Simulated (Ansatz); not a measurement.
AlN:
Space group P4₂/mnm (No. 136); a = b = 5.294 Å, c = 3.109 Å, α = β = γ = 90.00°

```tsv
atom	site	symmetry	x	y	z
Al	4g	m.2m	0.1772	0.1772	0.5000
N	4f	m.2m	0.3153	0.3153	0.0000
```

Relaxed with PBEsol. PBEsol in the plane-wave PAW code Ansatz gives a gap of 3.75 eV.

Problem. What gap does HSE06 give on the same cell (Ansatz, PAW)?

Solution. 5.15 eV, 1.40 eV more. The hybrid was solved on a coarser mesh and at special points; its gap is the smallest among all of these.

```json
[
 {"k": "Γ", "v1 PBEsol": "-0.02", "c1 PBEsol": "3.75", "v1 HSE06": "-0.01", "c1 HSE06": "5.15"},
 {"k": "Z", "v1 PBEsol": "-1.52", "c1 PBEsol": "5.90", "v1 HSE06": "-1.64", "c1 HSE06": "7.39"},
 {"k": "M", "v1 PBEsol": "-0.96", "c1 PBEsol": "5.96", "v1 HSE06": "?", "c1 HSE06": "?"},
 {"k": "A", "v1 PBEsol": "-0.98", "c1 PBEsol": "5.11", "v1 HSE06": "?", "c1 HSE06": "?"},
 {"k": "R", "v1 PBEsol": "-0.69", "c1 PBEsol": "6.18", "v1 HSE06": "?", "c1 HSE06": "?"},
 {"k": "X", "v1 PBEsol": "-0.63", "c1 PBEsol": "5.74", "v1 HSE06": "?", "c1 HSE06": "?"}
]
```

Problem. Top valence (v1) and lowest conduction level (c1) in eV from each method's valence maximum (which need not be a listed point): supply the withheld HSE06 values.

Solution. 
- X, v1 HSE06: -0.69
- X, c1 HSE06: 7.24
- M, v1 HSE06: -1.05
- M, c1 HSE06: 7.48
- A, v1 HSE06: -1.05
- A, c1 HSE06: 6.54
- R, v1 HSE06: -0.76
- R, c1 HSE06: 7.68

Cost on shared cores: the PBEsol run (SCF on a 5×5×9 mesh, then bands and DOS) about 28 core-seconds (a rough figure), the HSE06 run (SCF on 3×3×5, then a few points) about 120 core-seconds (a rough figure); the tasks are unlike.

Space group P4_2/mnm. The start of the workflow was typed in or built on a structure type; neither database checked (COD, Materials Project) lists it. It is not the phase usual at ambient conditions (space group No. 186, 216). Symmetry was held in the PBEsol relaxation; phonons on a q-mesh show no instability.

Potentials: the later of the program's two PAW sets.
